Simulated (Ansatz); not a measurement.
## InCo2As2: reading a single point

```yaml
crystal:
  lattice:
    - [7.28740, 0.00000, 0.00000]
    - [0.00000, 7.28740, 0.00000]
    - [0.00000, 0.00000, 3.47501]
  atoms:
    - { symbol: In, position: [0.00000, 0.00000, 0.00000] }
    - { symbol: In, position: [0.50000, 0.50000, 0.00000] }
    - { symbol: As, position: [0.17030, 0.67030, 0.50000] }
    - { symbol: As, position: [0.32970, 0.17030, 0.50000] }
    - { symbol: As, position: [0.82970, 0.32970, 0.50000] }
    - { symbol: As, position: [0.67030, 0.82970, 0.50000] }
    - { symbol: Co, position: [0.37170, 0.87170, 0.00000] }
    - { symbol: Co, position: [0.12830, 0.37170, 0.00000] }
    - { symbol: Co, position: [0.62830, 0.12830, 0.00000] }
    - { symbol: Co, position: [0.87170, 0.62830, 0.00000] }
```

Single point in Ansatz 0.2.0 with PBE, no spin polarisation. Cutoff 420 eV, PAW datasets, 5×5×10 Γ-centred k mesh, gaussian filling (width 0.1755 eV).

Task: Is it stable against the elements?

Result: 0.35 eV an atom against the elements' usual phases (free molecules for gases, crystals otherwise, with no correction for O₂ or N₂), so at this geometry it isn't bound against them. Relaxing would lower it.

Task: What does the stress say?

Result: The pressure is -13.6 GPa (compression positive), so with the atoms held at these fractions the cell would first shrink.

Task: Which element gives electrons and which takes them?

Result: Bader charges in e: In +0.45, Co +0.10, As -0.33. In the mean In gives up most and As takes most.

Task: Is there a gap?

Result: It is a metal, with about 14 states/eV a cell as the mean within 0.25 eV of the Fermi level, mostly Co d (76 %).

Origin: a known structure type with other elements, at an estimated volume, so it need not be a known compound. Caveats: no spin polarisation, so a magnetic state may lie lower; wide smearing.
